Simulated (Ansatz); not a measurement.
PbAu₂:
```xyz
6
Lattice="0.0000 3.9392 3.9392 3.9392 0.0000 3.9392 3.9392 3.9392 0.0000" Properties=species:S:1:pos:R:3 pbc="T T T"
Pb     1.9696     1.9696     1.9696
Pb     0.0000     0.0000     0.0000
Au     2.9544     2.9544     4.9240
Au     2.9544     4.9240     2.9544
Au     4.9240     4.9240     4.9240
Au     4.9240     2.9544     2.9544
```

Relaxed with LDA. Special points in fractions of this cell's reciprocal vectors: Γ (0.000, 0.000, 0.000); X (0.500, 0.000, 0.500); U (0.625, 0.250, 0.625); K (0.375, 0.375, 0.750); L (0.500, 0.500, 0.500); W (0.500, 0.250, 0.750).

**Question.** List the band energies nearest the Fermi level at these points for the program Ansatz at the LDA level (PAW).

**Answer.** In eV from the Fermi level; about four levels below and three above (degenerate sets whole), none deeper than 8.9 eV; points with the same levels are listed once.

```
k                                below                above
-  -----------------------------------  -------------------
Γ  -1.33 -1.33 -1.33 -0.98 -0.98 -0.98  0.41 1.49 1.49 1.49
X              -2.89 -2.89 -0.77 -0.77  2.90 2.90 4.24 4.24
U              -2.65 -2.57 -0.74 -0.17       1.49 1.76 3.47
L              -2.03 -1.33 -0.95 -0.95       1.48 1.48 1.78
W              -2.48 -2.48 -0.13 -0.13  0.72 0.72 4.60 4.60
```

Space group Fd-3m (cubic Laves (MgCu2 type)). The first step of the workflow began from a Materials Project structure, measured or hypothetical; the Crystallography Open Database files this formula in space group No. 227, but the cells were not matched. Its standing as an ambient phase is unchecked. Symmetry was held in the LDA relaxation; of distortions, only those at the zone centre were tested, and some modes there are weakly imaginary. Spin–orbit coupling is left out wherever it is not named.

Potentials: the earlier of the program's two PAW sets.
